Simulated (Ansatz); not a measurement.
Cs (β-Sn type, space group No. 141) under volume change, r²SCAN (plane waves, PAW; program Ansatz), shape and atoms relaxed at each volume.

| V (Å³/atom) | E − E(relaxed) (meV/atom) | P (GPa) |
|---|---|---|
| 113.682 | ___ | ___ |
| 117.429 | 2.6 | 0.12 |
| 121.177 | 0.6 | 0.05 |
| 124.925 | 0.0 | 0.00 |
| 128.673 | 0.6 | -0.05 |
| 132.420 | ___ | ___ |
| 136.168 | 4.7 | -0.13 |

Task: Some entries are withheld; supply them.

Result: 
- 113.682, E − E(relaxed) (meV/atom): 6.2
- 113.682, P (GPa): 0.19
- 132.420, E − E(relaxed) (meV/atom): 2.2
- 132.420, P (GPa): -0.09

Task: What does a third-order Birch–Murnaghan fit give for V₀, B₀ and B′?

Result: V₀ = 124.90 Å³/atom, B₀ = 1.7 GPa, B′ = 3.6.

Space group I4_1/amd (β-Sn type). The cell is a constructed one: a structure type filled with these elements; the Crystallography Open Database copy checked does not list it. It is not the phase usual at ambient conditions (space group No. 229). Symmetry was held in the r²SCAN relaxation; of distortions, only those at the zone centre were tested. Scalar-relativistic: spin–orbit coupling is off unless named, which matters more the heavier the elements.

Potentials: the later of the program's two PAW sets.
